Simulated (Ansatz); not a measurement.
AlNi$_{3}$ (Cu3Au type)

```xyz
4
Lattice="3.5668 0.0000 0.0000 0.0000 3.5668 0.0000 0.0000 0.0000 3.5668" Properties=species:S:1:pos:R:3 pbc="T T T"
Ni     0.0000     1.7834     1.7834
Ni     1.7834     1.7834     0.0000
Ni     1.7834     0.0000     1.7834
Al     0.0000     0.0000     0.0000
```

The slice is a {110} plane (indices of the conventional cell) through the point (0.000, 0.000, 0.000) (fractional), spanned by u = [100] and v = [011] in vectors of this cell: u (3.57 Å) and v (5.04 Å, at 90° to u). It covers one period; positions are fractions (u, v).

The numbers are results of PBE (plane waves to 420 eV, PAW, scalar-relativistic; Ansatz, a program for electronic structure), not measurements. k mesh 13×13×13. Inside the PAW spheres the values are not all-electron values, and peaks at nuclei hang on which shells count as valence. AlNi3 was relaxed with its symmetry unable to fall. Relaxed AlNi3 ends ferromagnetic. The magnetic order is the one the run started from; other orders were not tried.

### Question
What is the valence density on the shortest Ni–Al line in this plane (2.52 Å), at its midpoint?

### Answer
0.29 e/Å³.

### Question
What is the ELF at the midpoint of the shortest Ni–Al line in this plane (2.52 Å)?

### Answer
0.38.

### Question
Sketch the electrostatic potential energy of an electron, from the cell's mean on this plane as a map.

### Answer
```
|xxxxxxxxxxxx005577888888775500xxxxxxxxxx|
|xxxxxxxxxxxx225577778877775522xxxxxxxxxx|
|xxxxxxxxxx0033556677777766553300xxxxxxxx|
|xxxxxxxx00224455666666666655442200xxxxxx|
|xxxxxx002244556666555555666655442200xxxx|
|0000113355666666555555555566666655331100|
|2233445566666666555544555566666666554433|
|2222335566777766665555556666777766553322|
|xxxxxx224466777766666666667777664422xxxx|
|xxxxxxxx11556677777777777777665511xxxxxx|
|xxxxxxxxxx2266778888888888776622xxxxxxxx|
|xxxxxxxxxxxx557788999999887755xxxxxxxxxx|
|xxxxxxxxxxxx447799999999997744xxxxxxxxxx|
|xxxxxxxxxxxx447799999999997744xxxxxxxxxx|
|xxxxxxxxxxxx447799999999997744xxxxxxxxxx|
|xxxxxxxxxxxx557788999999887755xxxxxxxxxx|
|xxxxxxxxxx2266778888888888776622xxxxxxxx|
|xxxxxxxx11556677777777777777665511xxxxxx|
|xxxxxx224466777766666666667777664422xxxx|
|2222335566777766665555556666777766553322|
|2233445566666666555544555566666666554433|
|0000113355666666555555555566666655331100|
|xxxxxx002244556666555555666655442200xxxx|
|xxxxxxxx00224455666666666655442200xxxxxx|
|xxxxxxxxxx0033556677777766553300xxxxxxxx|
|xxxxxxxxxxxx225577778877775522xxxxxxxxxx|
|xxxxxxxxxxxx005577888888775500xxxxxxxxxx|
|xxxxxxxxxxxx004477888888774400xxxxxxxxxx|
```
Scale: ten equal steps from 4.00 (start of '0') to 12.78 (end of '9'), in the order '0123456789'. Values: electrostatic potential energy of an electron, from the cell's mean, in eV. The map has 20 points along u (two characters each, u = 0 at the left) and 28 along v (v = 0 in the bottom row). Points within 1 Å of a nucleus are blanked (x), as the pseudised field means little there. Values under 4 eV are set to 4. The zero, the cell's mean, hangs on the PAW cores.
